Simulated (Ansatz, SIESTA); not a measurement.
This is a calculation of Cd3Se for SIESTA 5.4.2. Atoms were shifted at random by some hundredths of an Å from the given cell, which wasn't relaxed again for these runs. The cell comes from a database or a generator and needn't be the stable form of this composition.

Cd3Se.fdf

```
SystemName                      Cd3Se
SystemLabel                     Cd3Se
NumberOfSpecies                 2
NumberOfAtoms                   4
%block ChemicalSpeciesLabel
  1  48 Cd
  2  34 Se
%endblock ChemicalSpeciesLabel

LatticeConstant                 1.0 Ang
%block LatticeVectors
    -2.0409530000     2.0409530000     6.0870800000
     2.0409530000    -2.0409530000     6.0870800000
     2.0409530000     2.0409530000    -6.0870800000
%endblock LatticeVectors
AtomicCoordinatesFormat         Fractional
%block AtomicCoordinatesAndAtomicSpecies
     0.5021220000     0.5161140000     0.0205560000  1  Cd
     0.2557760000     0.7534970000     0.5022830000  1  Cd
     0.7477420000     0.2477530000     0.4918450000  1  Cd
     0.0123490000     0.0105730000     0.0210800000  2  Se
%endblock AtomicCoordinatesAndAtomicSpecies

%block kgrid.MonkhorstPack
    9   0   0  0.0
    0   9   0  0.0
    0   0   9  0.0
%endblock kgrid.MonkhorstPack
XC.Functional                   GGA
XC.Authors                      PBEsol
PAO.BasisSize                   DZP
PAO.EnergyShift                 0.003 Ry
Mesh.Cutoff                     800 Ry
OccupationFunction              FD
ElectronicTemperature           0.05 eV
MaxSCFIterations                120
SCF.MustConverge                false
SCF.Mixer.Method                Pulay
SCF.Mixer.Weight                0.25
SCF.Mixer.History               8
SCF.DM.Tolerance                5.0e-05
SCF.H.Tolerance                 1.0e-03 eV
WriteForces                     true
Charge.Mulliken                 end
%block PAO.Basis
  Cd 5
  n=4 0 2
    2.625 0.000
  n=5 0 2
    7.504 0.000
  n=4 1 2
    2.973 0.000
  n=5 1 1
    7.504
  n=4 2 2
    4.584 0.000
  Se 4
  n=4 0 2
    5.129 0.000
  n=4 1 2
    6.708 0.000
  n=3 2 2
    2.662 0.000
  n=4 2 1
    6.708
%endblock PAO.Basis
```

Potentials or basis: PseudoDojo 0.4 standard (PBEsol files), converted to PSML, two zetas on semicore shells, DZP (energy shift 0.003 Ry; two zetas on semicore shells).

The run is started by

```sh
$ siesta < Cd3Se.fdf > Cd3Se.out 2>&1
```

**Question.** What does the same run look like in Ansatz 0.2.0? Potentials or basis there: Ansatz PAW, cutoff 420 eV.

**Answer.** As run (cutoffs and basis follow the program's own potentials, and thresholds, step limits or extra output files can differ):

Contents of input.yaml:

```yaml
crystal:
  lattice:
    - [-2.040953, 2.040953, 6.08708]
    - [2.040953, -2.040953, 6.08708]
    - [2.040953, 2.040953, -6.08708]
  atoms:
    - { symbol: Cd, position: [0.502122, 0.516114, 0.020556] }
    - { symbol: Cd, position: [0.255776, 0.753497, 0.502283] }
    - { symbol: Cd, position: [0.747742, 0.247753, 0.491845] }
    - { symbol: Se, position: [0.012349, 0.010573, 0.02108] }
hamiltonian:
  xc: pbesol
  pseudopotentials: { kind: paw }
kpoints:
  mp_grid: { grid: [9, 9, 9] }
scf:
  occupations: { method: fermi_dirac, width: 0.05 }
output:
  forces: true
  stress: true
  eigenvalues: true
```

Potentials or basis: Ansatz PAW.

Launch:

```console
$ ansatz run input.yaml --threads 1 --pin off --max-ram 3584MiB --backend cpu --events-out ev --progress --plain --runs-dir out
```

Both were run:

|  | SIESTA | Ansatz |
| --- | --- | --- |
| Pressure | -4.6 GPa | -3.7 GPa |
| Energy over the undisturbed cell | 0.8 meV/atom | 0.5 meV/atom |

Ansatz's pressure holds a Pulay term of +0.03 GPa for its cutoff of 420 eV, which the other run lacks.

Ansatz's potentials were made for PBE.

Where Ansatz's input types no cutoff or centring, it takes its own default and a Γ-centred mesh.

Pressure is positive in compression.
